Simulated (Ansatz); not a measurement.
Cd$_{2}$SeS:
```
Cd2SeS
1.0
    4.15740     0.00000     0.00000
   -2.07870     3.60041     0.00000
    0.00000     0.00000     6.79698
Cd Se S
2 1 1
Direct
  0.00000   0.00000   0.48858
  0.33333   0.66667   0.01058
  0.33333   0.66667   0.62715
  0.00000   0.00000   0.12168
```

This is the LDA-relaxed structure. x, y and z are the axes in which the lattice vectors are written.

Task: All from DFT-LDA in the program Ansatz with PAW potentials, unless another level is named. Estimate the hole effective mass, band 2 of 2 at the edge.

Result: 0.071 along x, 1.8 along z (mₑ).

Task: And the electron effective mass?

Result: 0.073, 0.073, 0.077 mₑ (principal values).

Task: Give the formation energy from the elements (no fitted shifts).

Result: -0.58 eV/atom.

Space group P3m1. The first step of the workflow began from a Materials Project structure, measured or hypothetical; the Crystallography Open Database copy checked does not list it. Its standing as an ambient phase is unchecked. Symmetry was held in the LDA relaxation; of distortions, only those at the zone centre were tested. The references are the lowest solids computed at this level, not always the standard phases. Spin–orbit coupling is left out wherever it is not named.

Potentials: the later of the program's two PAW sets.

Edges and masses are those of Kohn–Sham bands, whose gap is no quasiparticle gap.
